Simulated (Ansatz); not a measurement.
A relaxation computed with Ansatz, from input to last step.

```yaml
crystal:
  lattice:
    - [6.684378, 0.0, 0.0]
    - [0.0, 6.684378, 0.0]
    - [0.0, 0.0, 6.684378]
  atoms:
    - { symbol: Si, position: [0.5, 0.5, 0.5] }
    - { symbol: Si, position: [0.0, 0.0, 0.0] }
    - { symbol: C, position: [0.75, 0.25, 0.25] }
    - { symbol: C, position: [0.25, 0.25, 0.75] }
    - { symbol: C, position: [0.75, 0.75, 0.75] }
    - { symbol: C, position: [0.25, 0.75, 0.25] }
    - { symbol: "N", position: [0.145541, 0.854459, 0.145541] }
    - { symbol: "N", position: [0.645541, 0.645541, 0.645541] }
    - { symbol: "N", position: [0.854459, 0.854459, 0.854459] }
    - { symbol: "N", position: [0.354459, 0.645541, 0.354459] }
    - { symbol: "N", position: [0.354459, 0.354459, 0.645541] }
    - { symbol: "N", position: [0.645541, 0.354459, 0.354459] }
    - { symbol: "N", position: [0.145541, 0.145541, 0.854459] }
    - { symbol: "N", position: [0.854459, 0.145541, 0.145541] }
basis:
  ecutwfc: 500
kpoints:
  mp_grid: { grid: [4, 4, 4] }
hamiltonian:
  xc: r2scan
scf:
  occupations: { method: gaussian, width: 0.02 }
output:
  forces: true
  stress: true
  eigenvalues: true
relax:
  adjacent_minimum: "off"
  f_tol: 0.01
  max_steps: 40
```

```bash
ansatz run input.yaml --threads 4 --pin off --max-ram 10240MiB --backend cpu --events-out ev --progress --plain --runs-dir out
```

These are results of Ansatz, DFT r2SCAN, scalar-relativistic, plane waves, PAW, not measurements.

Of 4 frames 3 are shown, positions in Å and forces in eV/Å; the SCF threshold varies from step to step.

```xyz
14
Lattice="6.6844 0.0000 0.0000 0.0000 6.6844 0.0000 0.0000 0.0000 6.6844" Properties=species:S:1:pos:R:3:forces:R:3 pbc="T T T" step=1 free_energy_over_end_meV_per_atom=0.73
Si    3.3422    3.3422    3.3422    0.0000    0.0000    0.0000
Si    0.0000    0.0000    0.0000    0.0000    0.0000    0.0000
C     5.0133    1.6711    1.6711    0.0000    0.0000    0.0000
C     1.6711    1.6711    5.0133    0.0000    0.0000    0.0000
C     5.0133    5.0133    5.0133    0.0000    0.0000    0.0000
C     1.6711    5.0133    1.6711    0.0000    0.0000    0.0000
N     0.9729    5.7115    0.9729    0.3354   -0.3354    0.3354
N     4.3150    4.3150    4.3150    0.3354    0.3354    0.3354
N     5.7115    5.7115    5.7115   -0.3354   -0.3354   -0.3354
N     2.3693    4.3150    2.3693   -0.3354    0.3354   -0.3354
N     2.3693    2.3693    4.3150   -0.3354   -0.3354    0.3354
N     4.3150    2.3693    2.3693    0.3354   -0.3354   -0.3354
N     0.9729    0.9729    5.7115    0.3354    0.3354   -0.3354
N     5.7115    0.9729    0.9729   -0.3354    0.3354    0.3354
14
Lattice="6.6844 0.0000 0.0000 0.0000 6.6844 0.0000 0.0000 0.0000 6.6844" Properties=species:S:1:pos:R:3:forces:R:3 pbc="T T T" step=2 free_energy_over_end_meV_per_atom=0.03
Si    3.3422    3.3422    3.3422    0.0000    0.0000    0.0000
Si    0.0000    0.0000    0.0000    0.0000    0.0000    0.0000
C     5.0133    1.6711    1.6711    0.0000    0.0000    0.0000
C     1.6711    1.6711    5.0133    0.0000    0.0000    0.0000
C     5.0133    5.0133    5.0133    0.0000    0.0000    0.0000
C     1.6711    5.0133    1.6711    0.0000    0.0000    0.0000
N     0.9748    5.7096    0.9748    0.0731   -0.0731    0.0731
N     4.3170    4.3170    4.3170    0.0731    0.0731    0.0731
N     5.7096    5.7096    5.7096   -0.0731   -0.0731   -0.0731
N     2.3674    4.3170    2.3674   -0.0731    0.0731   -0.0731
N     2.3674    2.3674    4.3170   -0.0731   -0.0731    0.0731
N     4.3170    2.3674    2.3674    0.0731   -0.0731   -0.0731
N     0.9748    0.9748    5.7096    0.0731    0.0731   -0.0731
N     5.7096    0.9748    0.9748   -0.0731    0.0731    0.0731
14
Lattice="6.6844 0.0000 0.0000 0.0000 6.6844 0.0000 0.0000 0.0000 6.6844" Properties=species:S:1:pos:R:3:forces:R:3 pbc="T T T" step=4 free_energy_over_end_meV_per_atom=0.00
Si    3.3422    3.3422    3.3422    0.0000    0.0000    0.0000
Si    0.0000    0.0000    0.0000    0.0000    0.0000    0.0000
C     5.0133    1.6711    1.6711    0.0000    0.0000    0.0000
C     1.6711    1.6711    5.0133    0.0000    0.0000    0.0000
C     5.0133    5.0133    5.0133    0.0000    0.0000    0.0000
C     1.6711    5.0133    1.6711    0.0000    0.0000    0.0000
N     0.9754    5.7090    0.9754    0.0004   -0.0004    0.0004
N     4.3176    4.3176    4.3176    0.0004    0.0004    0.0004
N     5.7090    5.7090    5.7090   -0.0004   -0.0004   -0.0004
N     2.3668    4.3176    2.3668   -0.0004    0.0004   -0.0004
N     2.3668    2.3668    4.3176   -0.0004   -0.0004    0.0004
N     4.3176    2.3668    2.3668    0.0004   -0.0004   -0.0004
N     0.9754    0.9754    5.7090    0.0004    0.0004   -0.0004
N     5.7090    0.9754    0.9754   -0.0004    0.0004    0.0004
```

The run took 45 s on 4 threads of Intel(R) Xeon(R) Processor @ 2.50GHz (Skylake/Cascade Lake) (shared host), peak memory 1.2 GiB.